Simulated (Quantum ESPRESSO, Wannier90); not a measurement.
SrO (rock salt), plane waves to Wannier functions

```
begin unit_cell_cart
ang
    0.0000000000    2.5837850000    2.5837850000
    2.5837850000    0.0000000000    2.5837850000
    2.5837850000    2.5837850000    0.0000000000
end unit_cell_cart
begin atoms_frac
Sr   0.5000000000  0.5000000000  0.5000000000
O    0.0000000000  0.0000000000  0.0000000000
end atoms_frac
```

Structure: Materials Project mp-2472, symmetrised, not relaxed again. COD (Crystallography Open Database) has an entry of this formula and space group (matched by these alone). Level: PBEsol, no spin polarisation, no spin-orbit coupling; pw.x of Quantum ESPRESSO at 68 Ry with PseudoDojo potentials, 8×8×8 k-points, Wannier90. Density: 10×10×10 mesh, cold smearing 0.01 Ry.

Functional, cutoff and mesh named above are those of the base row (PBEsol); the first column says what each row takes instead. Model: 9 functions from bands 6-22, start hydrogen-like Sr: s;d; O: p, disentangled but not localised (num_iter = 0), frozen window tied to the conduction edge or Fermi level of each row, as listed, which moves Ω_I and hoppings a little by itself. Energies are relative to the valence-band maximum; the misfit is to pw.x on a path, for states up to 4.2 eV relative to the valence-band maximum. The functional changes, each with its own PseudoDojo files and their cutoffs, on the same cell. The disentangled Ω_I can sit in another minimum from row to row.

```json
[
 {"functional": "LDA", "frozen to (eV)": "4.68", "Ω_I (Å²)": "13.87", "rms misfit (meV)": "29", "gap (eV)": "3.18", "bottom of band 6 (eV)": "-2.18", "on-site Sr1 dz2 minus Sr1 s (eV)": "-0.61", "hopping modulus Sr1 dz2 – O2 pz, R = 1 1 0 (eV)": "1.480", "hopping modulus Sr1 dxy – Sr1 dxy, R = 0 0 1 (eV)": "0.819", "hopping modulus Sr1 s – O2 py, R = 1 0 1 (eV)": "0.658", "hopping modulus Sr1 s – Sr1 s, R = 0 1 0 (eV)": "0.603"},
 {"functional": "PBE", "frozen to (eV)": "4.83", "Ω_I (Å²)": "13.71", "rms misfit (meV)": "29", "gap (eV)": "3.33", "bottom of band 6 (eV)": "-2.11", "on-site Sr1 dz2 minus Sr1 s (eV)": "-0.87", "hopping modulus Sr1 dz2 – O2 pz, R = 1 1 0 (eV)": "1.470", "hopping modulus Sr1 dxy – Sr1 dxy, R = 0 0 1 (eV)": "0.791", "hopping modulus Sr1 s – O2 py, R = 1 0 1 (eV)": "0.639", "hopping modulus Sr1 s – Sr1 s, R = 0 1 0 (eV)": "0.610"},
 {"functional": "PBEsol", "frozen to (eV)": "4.73", "Ω_I (Å²)": "13.84", "rms misfit (meV)": "30", "gap (eV)": "3.22", "bottom of band 6 (eV)": "-2.16", "on-site Sr1 dz2 minus Sr1 s (eV)": "-0.71", "hopping modulus Sr1 dz2 – O2 pz, R = 1 1 0 (eV)": "1.480", "hopping modulus Sr1 dxy – Sr1 dxy, R = 0 0 1 (eV)": "0.811", "hopping modulus Sr1 s – O2 py, R = 1 0 1 (eV)": "0.655", "hopping modulus Sr1 s – Sr1 s, R = 0 1 0 (eV)": "0.611"}
]
```
